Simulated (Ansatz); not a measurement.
# Ta (bcc type) under strong compression

```
CELL_PARAMETERS angstrom
-1.64034 1.64034 1.64034
1.64034 -1.64034 1.64034
1.64034 1.64034 -1.64034
ATOMIC_POSITIONS crystal
Ta 0.00000 0.00000 0.00000
```

The cell comes from a relaxation on PAW files under the same functional.

Its volume is scaled at fixed shape and fractional positions.

All numbers are PBEsol results (scalar-relativistic) from Ansatz 0.2.0, with a Γ-centred 18×18×18 k mesh, Fermi–Dirac smearing of 0.05 eV, no spin polarisation. Methods: LAPW: all electrons, basis error target 1 meV/atom; PAW: frozen-core files, cutoff 420 eV; crystal datasets: all electrons, by PAW datasets that the program makes for each cell; norm-conserving: pseudopotentials, cutoff 789 eV; PAW (partial waves polarizable): frozen-core files, cutoff 420 eV.

Energies are extrapolated to zero smearing and count from the unscaled cell; pressure is positive in compression; gaps take the mesh and a band path. No temperature or zero-point motion is included.

Spin–orbit coupling is left out, which matters for the heavy atoms. The PAW files were made under PBE.

```json
{"V/V0": "1.00", "V (Å³/atom)": "17.65", "P LAPW (GPa)": "-0.13", "ΔE LAPW (eV/atom)": "0.000", "P PAW − LAPW (GPa)": "0.12", "ΔE PAW − LAPW (meV/atom)": "0.0"}
{"V/V0": "0.94", "V (Å³/atom)": "16.60", "P LAPW (GPa)": "?", "ΔE LAPW (eV/atom)": "?", "P PAW − LAPW (GPa)": "?", "ΔE PAW − LAPW (meV/atom)": "?"}
{"V/V0": "0.88", "V (Å³/atom)": "15.54", "P LAPW (GPa)": "33.5", "ΔE LAPW (eV/atom)": "0.199", "P PAW − LAPW (GPa)": "0.53", "ΔE PAW − LAPW (meV/atom)": "3.9"}
{"V/V0": "0.80", "V (Å³/atom)": "14.12", "P LAPW (GPa)": "69.7", "ΔE LAPW (eV/atom)": "0.643", "P PAW − LAPW (GPa)": "1.04", "ΔE PAW − LAPW (meV/atom)": "10.6"}
{"V/V0": "0.72", "V (Å³/atom)": "12.71", "P LAPW (GPa)": "122.8", "ΔE LAPW (eV/atom)": "1.477", "P PAW − LAPW (GPa)": "1.94", "ΔE PAW − LAPW (meV/atom)": "23.5"}
{"V/V0": "0.64", "V (Å³/atom)": "11.30", "P LAPW (GPa)": "207.9", "ΔE LAPW (eV/atom)": "2.900", "P PAW − LAPW (GPa)": "3.51", "ΔE PAW − LAPW (meV/atom)": "47.0"}
{"V/V0": "0.55", "V (Å³/atom)": "9.71", "P LAPW (GPa)": "378.5", "ΔE LAPW (eV/atom)": "5.719", "P PAW − LAPW (GPa)": "7.18", "ΔE PAW − LAPW (meV/atom)": "97.4"}
{"V/V0": "0.45", "V (Å³/atom)": "7.94", "P LAPW (GPa)": "760.5", "ΔE LAPW (eV/atom)": "11.719", "P PAW − LAPW (GPa)": "15.48", "ΔE PAW − LAPW (meV/atom)": "215.7"}
```

Q: Fit the Vinet equation to the LAPW pressures shown (residuals weighted by 1/(|P| + 0.03·Pmax)), and predict the pressure of the withheld row.

A: The fit gives V0 = 17.66 Å³/atom, B0 = 190 GPa and B0′ = 4.37. At 16.60 Å³/atom, x = (V/V0)^(1/3) = 0.9794, and P = 3·B0·(1 − x)/x²·exp[1.5·(B0′ − 1)·(1 − x)] = 13.55 GPa. The run itself gave 14.26 GPa (-5.0 % off) and ΔE = 0.044 eV/atom.

Q: At the smallest volume, how far do crystal datasets and norm-conserving and PAW (partial waves polarizable) lie from LAPW in pressure?

A: crystal datasets: 0.00 GPa; norm-conserving: -4.35 GPa; PAW (partial waves polarizable): +15.48 GPa, on a LAPW pressure of 760.5 GPa.

Q: How do the Löwdin populations by LAPW change from the unscaled cell to the last row?

A: Ta 5s 1.96 → 1.83, Ta 6s 0.84 → 0.46, Ta 5p 5.98 → 5.79, Ta 5d 4.16 → 4.92 electrons an atom. These are projections on the shells that the free atoms fill; 0.07 e a cell lies outside them at the start and 0.04 e at the end.
